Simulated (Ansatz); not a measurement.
ZrRh₃ (Cu3Au type, Pm-3m), a = 3.9047 Å, b = 3.9047 Å, c = 3.9047 Å, α = 90.00°, β = 90.00°, γ = 90.00°.

This is the PBEsol-relaxed structure.

### Question
All from PBEsol (plane waves, PAW; program Ansatz), unless another level is named. Predict the Young's modulus.

### Answer
316 GPa.

### Question
And the elastic constants (relaxed ions, GPa)?

### Answer
C11 = 350, C12 = 181, C44 = 160.

### Question
What about the highest zone-centre frequency?

### Answer
217 cm⁻¹.

The first step of the workflow began from a Materials Project structure, measured or hypothetical; the Crystallography Open Database files this formula in space group No. 221, but the cells were not matched. Whether it is the stable phase at ambient conditions was not checked. The cell was relaxed with PBEsol under the symmetry of its start; of distortions, only those at the zone centre were tested. No spin polarisation was allowed. As this level gives no gap, shear constants depend on the k-mesh and smearing (Fermi–Dirac, 0.1 eV here). As this level gives no gap, phonon frequencies hold no LO–TO term and depend on the k-mesh and smearing (Fermi–Dirac, 0.1 eV here).

Potentials: the later of the program's two PAW sets.
